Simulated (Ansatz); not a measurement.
Ga:
```cif
data_Ga4
_chemical_formula_sum 'Ga4'
_space_group_name_H-M_alt 'P 1'
_space_group_IT_number 1
_cell_length_a 4.40929
_cell_length_b 4.40929
_cell_length_c 4.48580
_cell_angle_alpha 90.000
_cell_angle_beta 90.000
_cell_angle_gamma 118.946
loop_
_space_group_symop_operation_xyz
  'x, y, z'
loop_
_atom_site_label
_atom_site_type_symbol
_atom_site_fract_x
_atom_site_fract_y
_atom_site_fract_z
_atom_site_occupancy
Ga1 Ga 0.65594 0.34406 0.41663 1
Ga2 Ga 0.34406 0.65594 0.58337 1
Ga3 Ga 0.84406 0.15594 0.91663 1
Ga4 Ga 0.15594 0.84406 0.08337 1
```

Relaxed with DFT-PBEsol in the program Ansatz with PAW potentials. Indices refer to the conventional cell of Cmce, a = 4.4793 Å, b = 7.5963 Å, c = 4.4858 Å, α = β = γ = 90.00°.

Question: Simulate the powder diffraction pattern (Cu Kα, λ = 1.54184 Å; lines above 1 %) up to 2θ = 90°.

Answer: Simulated powder pattern, Cu Kα, λ = 1.54184 Å (kinematic, ideal powder, no thermal factors, no anomalous dispersion; the 30 strongest lines at most, above 1 %, up to 2θ = 90°):

```csv
2θ (°),d (Å),I/Imax (%),hkl
23.42,3.798,30,(020)
30.56,2.925,100,(111)
30.85,2.899,45,(021)
40.21,2.243,13,(002)
40.27,2.240,51,(200)
45.87,1.978,100,(131)
46.85,1.939,67,(112)
47.05,1.931,2.3,(022)
47.11,1.929,9.2,(220)
47.90,1.899,15,(040)
51.57,1.772,21,(221)
52.31,1.749,5.7,(041)
58.21,1.585,8.3,(202)
58.73,1.572,2.0,(132)
63.62,1.463,1.8,(222)
64.27,1.449,3.1,(042)
64.31,1.448,12,(240)
67.22,1.393,9.8,(311)
67.30,1.391,18,(023)
68.01,1.378,5.0,(241)
75.02,1.266,6.4,(060)
77.15,1.236,20,(331)
77.88,1.227,14,(312)
78.63,1.217,3.3,(242)
79.08,1.211,19,(152)
81.43,1.182,21,(223)
82.02,1.175,5.8,(043)
87.01,1.120,5.1,(400)
88.73,1.103,2.1,(062)
88.77,1.102,8.2,(260)
```

The cell was relaxed with PBEsol under the symmetry of its start. Axis ratios of metals converge slowly with the k-mesh, so a and c are less sure than the volume.

Potentials: the earlier of the program's two PAW sets. The files were generated under PBE; for other functionals the program regenerates the frozen cores, and for LDA and PBEsol the local potential too.
